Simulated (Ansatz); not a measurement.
PdCl$_{2}$:
```xyz
6
Lattice="5.3198 0.0000 0.0000 0.0000 3.8006 0.0000 -1.8809 0.0000 6.0591" Properties=species:S:1:pos:R:3 pbc="T T T"
Pd    -0.9404     0.0000     3.0295
Pd     0.0000     1.9003     0.0000
Cl     0.7906     0.9702     1.9209
Cl     2.6484     2.8304     4.1382
Cl     3.5888     2.8705     1.1087
Cl    -0.1499     0.9301     4.9504
```

Relaxed with LDA.

Problem. Map the valence electron density (e/Å³), cut off at 2 on the plane through (0.000, 0.000, 0.500) spanned by u = [1, 1, 1] and v = [1, 1, -1] in lattice vectors, from LDA (plane waves, PAW; program Ansatz).

Solution. x is the fraction of u, y of v (the angle between them is 88°; rows are the nearest grid lines); atoms in the plane: Pd at (0.00, 0.00), Pd at (0.50, 0.50), Cl at (0.04, 0.22), Cl at (0.54, 0.72), Cl at (0.46, 0.28), Cl at (0.96, 0.78), Cl at (0.21, 0.53), Cl at (0.71, 0.03), Cl at (0.29, 0.97), Cl at (0.79, 0.47).
```
|@@@@%--=*%%**@%+:.    .:+%@**%%*=--%@@@@|
|@@@@=::=#%*--*%+-.     ..:====-:..:=@@@@|
|@@#=:.::=#%%%%#=:.       .......  .:-*@@|
|-::.    ..:--::..                 .:--=-|
|%#=:.             ......        .:=#%%@%|
|+%#-..          .:=*%%#*-:.     .-#@+  +|
|%%*-..         ..-*%++%@*-.     .-*@%++%|
|=-:..           .-*%--#@*-.      ..:-===|
|      .....      .:=##+=:.              |
|    .:=+**+=:.....:---:..               |
|   .:=#%%%%#=::.:=#@@*-:.  .......      |
|   .-*%+  +@#+--#@@@@@@#-:-=*%@@%+-.    |
|    .-+%@@%*=-:-#@@@@@@#--+#@+  +%*-.   |
|      .......  .:-*@@#=:.::=#%%%%#=:.   |
|               ..:---:.....:=+**+=:.    |
|              .:=+##=:.      .....      |
|===-:..      .-*@#--%*-.           ..:-=|
|%++%@*-.     .-*@%++%*-..         ..-*%%|
|+  +@#-.     .:-*#%%*=:.          ..-#%+|
|%@%%#=:.        ......             .:=#%|
|-=--:.                 ..::--:..    .::-|
|@@*-:.  .......       .:=#%%%%#=::.:=#@@|
|@@@@=:..:-====:..     .-+%*--*%#=::=@@@@|
|@@@@%--=*%%**@%+:.    .:+%@**%%*=--%@@@@|
```
Scale: ten equal steps from 0.000 (start of ' ') to 2.00 (end of '@'), in the order ' .:-=+*#%@'; x runs from 0.000 to 1.00, y from 0.000 (bottom) to 1.00 (top).

The density is the valence pseudo-density with augmentation charge, so density and ELF within about 1 Å of a nucleus are not all-electron values.

Space group P2_1/c. The workflow started from a Materials Project entry (that database holds measured and hypothetical structures alike); the Crystallography Open Database copy checked does not list it. COD files the formula under space group No. 58, so this cell is another polymorph or a model. Its standing as an ambient phase is unchecked. Symmetry was held in the LDA relaxation; whether a distortion lowers the energy is not shown. The run is not spin-polarised. A crystal of weakly bound layers computed without a dispersion correction: the cell and the soft elastic constants depend strongly on that.

Potentials: the later of the program's two PAW sets.
